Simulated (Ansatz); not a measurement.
Hf3Te2:
Space group I4/mmm (No. 139); a = b = 3.6339 Å, c = 17.5505 Å, α = β = γ = 90.00°

| atom | site | symmetry | x | y | z |
|---|---|---|---|---|---|
| Hf | 4e | 4mm | 0.0000 | 0.0000 | 0.0957 |
| Hf | 2b | 4/mmm | 0.0000 | 0.0000 | 0.5000 |
| Te | 4e | 4mm | 0.0000 | 0.0000 | 0.3304 |
(The calculation used a cell of 5 atoms; values per cell refer to that cell.)

Relaxed at zero pressure with LDA (plane waves, PAW; program Ansatz).

Question: The volume is lowered by 6 % and shape and atoms relax at that volume. What pressure results, and how do the axes share the change?

Answer: 4.3 GPa; a -1.0 %, b -1.0 %, c -4.2 %; the energy rises by 17 meV/atom.

Question: Give the new structure.

Answer: 
Space group I4/mmm (No. 139); a = 3.599 Å, b = 3.599 Å, c = 16.822 Å, α = 90.00°, β = 90.00°, γ = 90.00°

```
atom  site  symmetry       x       y       z
----  ----  --------  ------  ------  ------
Hf      4e       4mm  0.0000  0.0000  0.0993
Hf      2b     4/mmm  0.0000  0.0000  0.5000
Te      4e       4mm  0.0000  0.0000  0.3248
```

The phase is kept; no other phase was compared at this pressure.

The workflow started from a Materials Project entry (that database holds measured and hypothetical structures alike); the Crystallography Open Database copy checked does not list it. Whether it is the stable phase at ambient conditions was not checked. The cell was relaxed with LDA under the symmetry of its start; whether a distortion lowers the energy is not shown. No spin polarisation was allowed. A crystal of weakly bound layers computed without a dispersion correction: the cell and the soft elastic constants depend strongly on that. Scalar-relativistic: spin–orbit coupling is off unless named, which matters more the heavier the elements.

Potentials: the later of the program's two PAW sets.
